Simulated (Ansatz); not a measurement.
Values for one crystal, relaxed and computed with DFT-PBE in the program Ansatz with PAW potentials; other levels are named.

- Volume per atom: 20.93 Å³
- Electronic character: metallic (no gap)
- Gap with spin–orbit coupling: none (metallic)
- Pressure derivative B′: 5.1
- Density of states at the Fermi level: 1.8 states/eV per atom (mean over ±0.08 eV)
- Bulk modulus (Birch–Murnaghan fit): 129 GPa

Problem. Pick the material that matches.
A) Rh, diamond
B) Bi, diamond
C) Sn, diamond
D) Be, hcp (Mg type)

Solution. A, Rh, diamond

Space group Fd-3m (diamond). The start of the workflow was typed in or built on a structure type; neither database checked (COD, Materials Project) lists it. It is not the phase usual at ambient conditions (space group No. 225). The PBE relaxation kept the symmetry of its start; its stability against distortions is not shown here. The workflow began spin-polarised and lost its moments. Spin–orbit coupling is left out wherever it is not named.

Potentials: the earlier of the program's two PAW sets.
